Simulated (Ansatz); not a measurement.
Ni (fcc (Cu type), Fm-3m) at seven volumes, DFT-PBEsol in the program Ansatz with PAW potentials, scaled uniformly. One row is withheld.

| V (Å³/atom) | P (GPa) |
|---|---|
| 9.453 | ? |
| 9.764 | 16.60 |
| 10.076 | 7.58 |
| 10.387 | 0.00 |
| 10.699 | -6.35 |
| 11.011 | -11.68 |
| 11.322 | -16.14 |

Question: Fit the shown pressures and predict the withheld one.

Answer: Third-order Birch–Murnaghan: P = (3/2)B₀(x^(7/2) − x^(5/2))[1 + (3/4)(B′ − 4)(x − 1)] with x = (V₀/V)^(2/3). Least squares on the six rows gives V₀ = 10.387 Å³/atom, B₀ = 230.8 GPa, B′ = 4.85. At V = 9.453, x = 1.0648 and P = 27.35 GPa. The run itself gave 27.35 GPa.

The PBEsol relaxation kept the symmetry of its start. The final state is ferromagnetic, chosen from 3 collinear starts compared on coarse meshes (ties went to the first, and starts can fall back to one state), not a proven ground state. Textbook magnetic order: ferromagnetic.

Potentials: the earlier of the program's two PAW sets. The files were generated under PBE; for other functionals the program regenerates the frozen cores, and for LDA and PBEsol the local potential too.
